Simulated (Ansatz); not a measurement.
SnRu3C:
```xyz
5
Lattice="4.0663 0.0000 0.0000 0.0000 4.0663 0.0000 0.0000 0.0000 4.0663" Properties=species:S:1:pos:R:3 pbc="T T T"
Sn     0.0000     0.0000     0.0000
Ru     0.0000     2.0331     2.0331
Ru     2.0331     0.0000     2.0331
Ru     2.0331     2.0331     0.0000
C      2.0331     2.0331     2.0331
```

Relaxed with r²SCAN. Special points in fractions of this cell's reciprocal vectors: Γ (0.000, 0.000, 0.000); X (0.000, 0.500, 0.000); M (0.500, 0.500, 0.000); R (0.500, 0.500, 0.500).

Question: List the band energies nearest the Fermi level at these points for the program Ansatz at the r²SCAN with spin–orbit coupling level (PAW).

Answer: In eV from the Fermi level; about four levels below and three above (degenerate sets whole), none deeper than 8.9 eV; points with the same levels are listed once.

```
k                    below                          above
-  -----------------------  -----------------------------
Γ  -0.89 -0.89 -0.89 -0.89            0.77 0.77 1.06 1.06
X  -1.10 -1.10 -0.34 -0.34            1.16 1.16 1.41 1.41
M  -0.56 -0.56 -0.23 -0.23            1.57 1.57 1.71 1.71
R  -0.60 -0.60 -0.60 -0.60  0.79 0.79 0.92 0.92 0.92 0.92
```

Space group Pm-3m (anti-perovskite). The start of the workflow was typed in or built on a structure type; neither database checked (COD, Materials Project) lists it. Its standing as an ambient phase is unchecked. Symmetry was held in the r²SCAN relaxation; whether a distortion lowers the energy is not shown. No spin polarisation was allowed.

Potentials: the later of the program's two PAW sets.
